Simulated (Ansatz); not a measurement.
# C under pressure

Method: DFT LDA, scalar-relativistic, plane waves, PAW (Ansatz). Cutoff 420 eV, 12×12×12 k-points (Γ-centred), fixed occupations. No spin polarisation. Phonons by linear response, acoustic sum rule imposed.

Equilibrium structure at this level:
```xyz
2
Lattice="0.0000 1.7659 1.7659 1.7659 0.0000 1.7659 1.7659 1.7659 0.0000" Properties=species:S:1:pos:R:3 pbc="T T T"
C     1.7659    1.7659    1.7659
C     2.6488    2.6488    2.6488
```

Q: The cell is relaxed again at 7 and 18 and 35 GPa. How do volume, gap and optical modes at Γ (cm⁻¹, counted from the lowest optical one; a degenerate one stands once) change?

A:
```csv
,0 GPa,7 GPa,18 GPa,35 GPa
V/V0,1.000,0.986,0.965,0.936
gap (eV),4.20,4.24,4.29,4.37
"ε∞, mean",5.77,5.75,5.72,5.68
mode 1,1323,1343,1373,1415
```

Cost: 4 runs of about 1.8 core-minutes in all, on Intel Xeon Platinum 8259CL (Skylake/Cascade Lake) (shared hosts).